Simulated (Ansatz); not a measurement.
AlRu in space group Cmcm (No. 63; Al on 4c, Ru on 4c) under volume change, PBEsol (plane waves, PAW; program Ansatz), shape and atoms relaxed at each volume.

```csv
V (Å³/atom),E − E(relaxed) (meV/atom),P (GPa)
12.457,80.5,22.79
12.868,33.7,13.92
13.278,8.0,6.40
13.689,0.0,0.00
14.100,7.1,-5.43
14.510,27.1,-10.01
14.921,57.9,-13.90
```

**Question.** What does a third-order Birch–Murnaghan fit give for V₀, B₀ and B′?

**Answer.** V₀ = 13.69 Å³/atom, B₀ = 196 GPa, B′ = 4.5.

The start of the workflow was typed in or built on a structure type; neither database checked (COD, Materials Project) lists it. COD files the formula under space group No. 221. Its standing as an ambient phase is unchecked. The PBEsol relaxation kept the symmetry of its start; its stability against distortions is not shown here. No spin polarisation was allowed.

Potentials: the earlier of the program's two PAW sets. The files were generated under PBE; for other functionals the program regenerates the frozen cores, and for LDA and PBEsol the local potential too.
